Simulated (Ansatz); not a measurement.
# Calculated electric field gradients for Sb2Se3

The cell is a COD entry, ions relaxed with PBE at fixed cell.

Space group Pnma (No. 62); a = 11.6800, b = 3.9800, c = 11.5800 Å.

```csv
site,Wyckoff,site symmetry,x,y,z
Sb1,4c,.m.,0.0241,0.2500,0.3281
Sb5,4c,.m.,0.3504,0.2500,0.5389
Se9,4c,.m.,0.2158,0.2500,0.1957
Se13,4c,.m.,0.8714,0.2500,0.5534
Se17,4c,.m.,0.0563,0.2500,0.8690
```

One atom of each set is listed.

Method: Kohn–Sham DFT in Ansatz, r2SCAN, plane waves and PAW, scalar-relativistic, 500 eV cutoff, Γ-centred 3×7×3 k-points, Fermi–Dirac smearing 0.02 eV.

Conventions: |V_zz| ≥ |V_yy| ≥ |V_xx|, η = (V_xx − V_yy)/V_zz, C_Q = eQV_zz/h.

¹²³Sb: I = 7/2, Q = -692.0 mb. Nuclear quadrupole moments: year-2017 set (Pyykkö).

(1) Give the quadrupolar parameters of the distinct sites.

## Answers

(1) 

| site | atoms | first shell | V_zz (10²¹ V/m²) | η | C_Q (MHz) |
| --- | --- | --- | --- | --- | --- |
| Sb1 | 4 | 3 Se at 2.71 Å; also 3 Se at 3.16–3.17 Å | -11.20 | 0.49 | 187 |
| Sb5 | 4 | 3 Se at 2.63–2.80 Å; also 4 Se at 3.00–3.44 Å | -15.31 | 0.02 | 256 |
| Se9 | 4 | 3 Sb at 2.71–2.80 Å; also 1 Sb at 3.61 Å | 7.41 | 0.75 | – |
| Se13 | 4 | 2 Sb at 2.71 Å, angle 95°; also 3 Sb at 3.16–3.44 Å | -27.4 | 0.16 | – |
| Se17 | 4 | 1 Sb at 2.63 Å; also 4 Sb at 3.00–3.17 Å | 16.29 | 0.85 | – |

At Sb1 V_zz stands upright on the plane through its three neighbours (within 10°). At Se13 V_zz stands upright on the plane of its two bonds (within 3°).

Se has no stable isotope with a ground-state quadrupole moment in the table, so no C_Q is given.

The largest force is 0.3 eV/Å, so the atoms aren't at the calculated equilibrium and relaxing them would move these values. Without spin–orbit coupling (the program notes it for Sb) the gradients can shift somewhat, as the gap is small. With these PAW files V_zz is typically within 2 to 3 % of all-electron values, but misses above 10 % occur on Sb.

The run took 4.5 min of wall time (8.6 min of CPU time) and 3.2 GiB at its peak, on 2 threads of Intel Xeon Processor @ 2.50GHz (Skylake/Cascade Lake) (x86_64; 62 cores open to the job, memory cap 5.0 GiB, no GPU), a shared host with a load of 0.9 a core.
